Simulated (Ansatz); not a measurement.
## NiRh (R-3m): the volume from the results

```yaml
crystal:
  lattice:
    - [1.31413, 0.75871, 4.11171]
    - [-1.31413, 0.75871, 4.11171]
    - [0.00000, -1.51742, 4.11171]
  atoms:
    - { symbol: Ni, position: [0.00000, 0.00000, 0.00000] }
    - { symbol: Rh, position: [0.50000, 0.50000, 0.50000] }
```

The reference geometry is a structure from the Materials Project; nothing is relaxed.

Settings: PBEsol, 15×15×15 k mesh, Fermi–Dirac smearing of 0.05 eV. PAW means Ansatz 0.2.0 on its default frozen-core files. Site moments are integrated in spheres about the atoms. Start moments (μB): Ni1 1.5, Rh2 1.

The cell is scaled evenly, and every run starts from the same moments. Some of the runs:

```json
{"V/V₀": "0.82", "cell moment (μB)": "0.00", "largest site moment (μB)": "0.00", "F − F(V₀) (meV/atom)": "399", "pressure (GPa)": "75.0"}
{"V/V₀": "1", "cell moment (μB)": "0.98", "largest site moment (μB)": "0.67", "F − F(V₀) (meV/atom)": "0", "pressure (GPa)": "-2.2"}
{"V/V₀": "1.06", "cell moment (μB)": "1.24", "largest site moment (μB)": "0.80", "F − F(V₀) (meV/atom)": "39", "pressure (GPa)": "-13.9"}
```

Problem. Another run of the series gave cell moment (μB) = 1.57, largest site moment (μB) = 0.95, F − F(V₀) (meV/atom) = 282, pressure (GPa) = -29.1. At which V/V₀ was it made?
A. 1.2
B. 0.7
C. 0.88
D. 1.12
E. 0.94
F. 0.76

Solution. A. V/V₀ = 1.2.

Problem. Another run of the series gave cell moment (μB) = 0.00, largest site moment (μB) = 0.00, F − F(V₀) (meV/atom) = 141, pressure (GPa) = 38.9. At which V/V₀ was it made?
A. 0.94
B. 1.2
C. 0.76
D. 1.12
E. 0.7
F. 0.88

Solution. F. V/V₀ = 0.88.

The whole series:

| V/V₀ | cell moment (μB) | largest site moment (μB) | F − F(V₀) (meV/atom) | pressure (GPa) |
| --- | --- | --- | --- | --- |
| 0.7 | 0.00 | 0.00 | 1608 | 203.7 |
| 0.76 | 0.00 | 0.00 | 857 | 127.3 |
| 0.82 | 0.00 | 0.00 | 399 | 75.0 |
| 0.88 | 0.00 | 0.00 | 141 | 38.9 |
| 0.94 | 0.00 | 0.00 | 24 | 13.8 |
| 1 | 0.98 | 0.67 | 0 | -2.2 |
| 1.06 | 1.24 | 0.80 | 39 | -13.9 |
| 1.12 | 1.42 | 0.89 | 123 | -22.1 |
| 1.2 | 1.57 | 0.95 | 282 | -29.1 |

The PAW files were made with PBE; the program remakes their cores once for the run's functional and then keeps them frozen. Under strong compression frozen cores are worth checking against an all-electron run. The Ansatz runs typed with the search for lower states off end where their start leads. The magnetic state is the one that this cell and start allow. It needn't be the compound's measured order, which may need a larger cell or be absent.
